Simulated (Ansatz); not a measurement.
## In₃GaP₄: rattling a relaxed structure

The cell was found from a structure generator's guess, not taken from experiment.

The calculation used Ansatz 0.2.0, DFT PBE, scalar-relativistic, plane waves, PAW. Plane waves to 420 eV, a k mesh through Γ of 10×10×4 on the computed 8-atom cell and Gaussian smearing (0.02 eV); no spin polarisation.

The cell below (8 atoms, space group P-4m2 (No. 115)) is relaxed within its symmetry.

```xyz
8
Lattice="4.1268 0.0000 0.0000 0.0000 4.1268 0.0000 0.0000 0.0000 11.7398" Properties=species:S:1:pos:R:3 pbc="T T T"
In    0.0000    0.0000    8.6975
In    2.0634    2.0634    0.0000
In    0.0000    0.0000    3.0423
Ga    2.0634    2.0634    5.8699
P     2.0634    0.0000   10.2183
P     0.0000    2.0634    1.5215
P     2.0634    0.0000    4.5732
P     0.0000    2.0634    7.1665
```

For the test it was strained at random (σ = 1.5 % a component), the atoms were moved at random (σ = 0.15 Å), and all was relaxed again on a coarse 4×4×1 mesh (in the run’s order of axes) with 0.10 eV smearing, with no symmetry imposed.

Q: Is the structure stable against such a distortion?

A: It returns, within 1 meV/atom of the unmoved cell on that mesh and with the same symmetry when read at 0.1 Å. So it is stable against the distortions that fit this cell and that this random move excites. Modes that don't fit the cell aren't tested.
